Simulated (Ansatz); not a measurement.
**Zr: from a starting cell to a relaxed one**

The start is a generated trial cell of Zr in the hcp structure type. The structure is fully relaxed (lattice and positions, P = 0) with r2SCAN (plane waves to 500 eV, PAW, scalar-relativistic; Ansatz, a first-principles code). The first steps use a coarse 12×12×7 k-mesh.

Initial structure:
```
Zr
1.0
    3.23000     0.00000     0.00000
   -1.61500     2.79726     0.00000
    0.00000     0.00000     5.14539
Zr
2
Direct
  0.33333   0.66667   0.75000
  0.66667   0.33333   0.25000
```

| Quantity | Result |
|---|---|
| Outcome | The space group stays P6₃/mmc (No. 194) (the run could not lower it); the end is hcp (Mg type), with 2 atoms in the primitive cell |
| Energy released | under 0.01 eV/atom |
| Volume change | +1.1 %, from 23.24 to 23.50 Å³/atom |
| Shortest distances (start → end) | The closest pairs of elements (up to four, under 3.6 Å), start → end: Zr–Zr 3.18 → 3.19 Å |
| Band gap at the end | zero (metallic) |
| Optimiser moves | 5 |

Final structure:

Space group P6₃/mmc (No. 194); a = b = 3.2460 Å, c = 5.1507 Å, α = β = 90.00°, γ = 120.00°

```json
[
 {"atom": "Zr", "site": "2d", "symmetry": "-6m2", "x": "0.6667", "y": "0.3333", "z": "0.2500"}
]
```

Final values are on a 16×16×9 k-mesh of the relaxed cell. No spin polarisation in the result.

The run could not lose the symmetry of its start.

All atoms sit on sites fixed by symmetry, so only the cell could relax.
